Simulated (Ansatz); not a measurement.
Mg (diamond, space group No. 227) at seven volumes, the program Ansatz at the PBE level (PAW), scaled uniformly. One row is withheld.

| V (Å³/atom) | P (GPa) |
|---|---|
| 36.632 | ? |
| 37.839 | 0.77 |
| 39.047 | 0.35 |
| 40.254 | 0.00 |
| 41.462 | -0.29 |
| 42.670 | -0.53 |
| 43.877 | -0.73 |

**Question.** Fit the shown pressures and predict the withheld one.

**Answer.** P = (3/2)B₀(x^(7/2) − x^(5/2))[1 + (3/4)(B′ − 4)(x − 1)] with x = (V₀/V)^(2/3). Least squares on the six rows gives V₀ = 40.256 Å³/atom, B₀ = 10.6 GPa, B′ = 5.19. At V = 36.632, x = 1.0649 and P = 1.28 GPa. The run itself gave 1.26 GPa.

Space group Fd-3m (diamond). The start of the workflow was typed in or built on a structure type; neither database checked (COD, Materials Project) lists it. It is not the phase usual at ambient conditions (space group No. 194). The cell was relaxed with PBE under the symmetry of its start; its stability against distortions is not shown here.

Potentials: the later of the program's two PAW sets.
